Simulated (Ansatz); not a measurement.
**Two states of EuMn2Sb2**

```xyz
5
Lattice="4.5836 0.0055 0.0163 -2.2870 3.9393 -0.0016 0.0273 0.0126 7.6451" Properties=species:S:1:pos:R:3 pbc="T T T"
Sb    0.0557    2.6488    2.1930
Sb    2.1712    1.2571    5.7529
Mn   -0.0394    2.7560    4.7508
Mn    2.4393    1.2967    2.9896
Eu   -2.1903    3.9039   -0.0001
```

Method: r2SCAN; PAW, plane waves to 500 eV, 5×5×3 (shifted by 0.5, 0.5, 0.5 steps) mesh, gaussian occupations (width 0.0832 eV) (Ansatz 0.2.0), atoms fixed.

State A: Mn3 along (0.00, 0.00, 1.00), Mn4 along (0.00, 0.00, -1.00), Eu5 along (0.00, 0.00, 1.00) (spinors with spin-orbit coupling). State B: Mn3 along (1.00, 0.00, 0.00), Mn4 along (1.00, 0.00, 0.00), Eu5 along (1.00, 0.00, 0.00) (spinors with spin-orbit coupling).

Question: Which state is lower, and how do they differ?

Answer: State A is lower by 97.5 meV an atom at zero smearing; in free energy at this smearing B lies +96.5 meV an atom from A.

```tsv
state	free energy (meV/atom)	largest moment in a small sphere (μB)	net moment (μB/cell)	gap on mesh (eV)	pressure (GPa)	largest force (eV/Å)
A	0.0	6.49	6.95	0.10	0.6	1.41
B	96.5	6.51	16.48	metal	2.0	1.81
```

Origin: a strained cell with displaced atoms, so it need not be a known compound. Caveats: the k mesh is coarse if the cell is a metal; the gap is not wide against the smearing; f shells without a U or exact exchange are poorly placed; atoms or cell far from equilibrium.
